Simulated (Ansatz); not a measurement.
Here is the system:

HfO₂:
```
CELL_PARAMETERS angstrom
      0.00000     2.52952     2.52952
      2.52952     0.00000     2.52952
      2.52952     2.52952     0.00000
ATOMIC_POSITIONS crystal
  Hf 0.00000 0.00000 0.00000
  O  0.75000 0.75000 0.75000
  O  0.25000 0.25000 0.25000
```

This is the r²SCAN-relaxed structure.

Q: All from r²SCAN (plane waves, PAW; program Ansatz), unless another level is named. Give the band gap.

A: 4.30 eV (direct).

Q: Next, the formation energy from the elements (no fitted shifts)?

A: -3.69 eV/atom.

Q: Next, the hole effective mass with spin–orbit coupling?

A: 0.28, 2.9, 2.9 mₑ (principal values).

Q: What about the valence-band maximum?

A: at X.

Space group Fm-3m (fluorite). This is a known high-temperature phase of the composition, computed here at zero pressure and temperature. Symmetry was held in the r²SCAN relaxation. At this level the phase is dynamically unstable (imaginary phonons). No spin polarisation was allowed. The references are the lowest solids computed at this level, not always the standard phases (solids in place of the gases). Spin–orbit coupling is left out wherever it is not named.

Potentials: the earlier of the program's two PAW sets.
